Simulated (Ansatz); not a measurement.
The cell is B4AsN3 as one 8-atom ordering (Cm) on the zincblende lattice; cell and atoms were relaxed with r2SCAN. Space group Cm (No. 8), monoclinic; a = 9.222 Å, b = 2.775 Å, c = 4.880 Å, β = 100.4° in the conventional setting, 7.68 Å³ an atom. N has 4 B at 1.58–1.74 Å; N has 4 B at 1.59–1.75 Å; N has 4 B at 1.56–1.66 Å; As has 4 B at 1.89–1.93 Å and 2 As at 2.78 Å; B has 3 N at 1.68–1.75 Å and 1 As at 1.93 Å; B has 4 N at 1.66–1.74 Å; B has 3 N at 1.58–1.63 Å and 1 As at 1.92 Å; B has 2 N at 1.56–1.59 Å and 2 As at 1.89 Å.

```yaml
crystal:
  lattice:
    - [4.61076, -1.38755, -0.01910]
    - [4.61076, 1.38755, -0.01910]
    - [-0.85800, 0.00000, 4.80440]
  atoms:
    - { symbol: N, position: [0.00975, 0.00975, 0.01711] }
    - { symbol: N, position: [0.49526, 0.49526, 0.48235] }
    - { symbol: N, position: [0.74735, 0.74735, 0.25183] }
    - { symbol: As, position: [0.25093, 0.25093, 0.74962] }
    - { symbol: B, position: [0.46419, 0.46419, 0.82585] }
    - { symbol: B, position: [0.93037, 0.93037, 0.31425] }
    - { symbol: B, position: [0.18292, 0.18292, 0.10011] }
    - { symbol: B, position: [0.66923, 0.66923, 0.50889] }
```

3 runs of Ansatz 0.2.0 on this cell differ in the functional (and in the settings that go with it). Levels are in eV from each run's valence top; v1 is the last filled band, c1 the first empty one.

Run A, mean stress +3.2 GPa (compression positive):
```
point     v4     v3     v2     v1    c1    c2
    Γ  -5.09  -3.16  -2.14   0.00  2.04  2.24
    C  -7.31  -6.40  -5.79  -4.09  2.27  2.64
   Y₂  -5.02  -4.13  -2.57  -0.17  0.06  2.19
   M₂  -5.56  -5.30  -4.48  -0.50  1.23  2.46
```

Run B, mean stress -3.4 GPa (compression positive):
```
point     v4     v3     v2     v1    c1    c2
    Γ  -5.58  -3.48  -2.36   0.00  3.10  3.17
    C  -8.01  -7.00  -6.31  -4.45  3.20  3.62
   Y₂  -5.48  -4.50  -2.80  -0.16  0.87  3.20
   M₂  -6.05  -5.82  -4.86  -0.53  2.13  3.46
```

Run C, mean stress 0.0 GPa (compression positive):
```
point     v4     v3     v2     v1    c1    c2
    Γ  -5.34  -3.32  -2.26   0.00  2.28  2.52
    C  -7.65  -6.71  -6.07  -4.32  2.58  2.98
   Y₂  -5.27  -4.36  -2.70  -0.17  0.31  2.50
   M₂  -5.86  -5.57  -4.72  -0.53  1.52  2.79
```

Question: Match the runs to PBE, r2SCAN, HSE06.

Answer: A is PBE, B is HSE06, C is r2SCAN. In order of the gap: PBE 0.06, r2SCAN 0.31, HSE06 0.87 eV. The stress vanishes for r2SCAN, which relaxed the cell.

Note: simulated data, non-magnetic, for a generated structure that need not be the stable one.

Spin-orbit coupling is left out.

The stress of a hybrid is loosely converged in these runs.

Gaps or overlaps of about a tenth of an eV are at the limit of these meshes: between the points read a gap can be smaller or closed.

The meshes of the hybrids are coarse, so their gaps aren't converged to the digits shown.
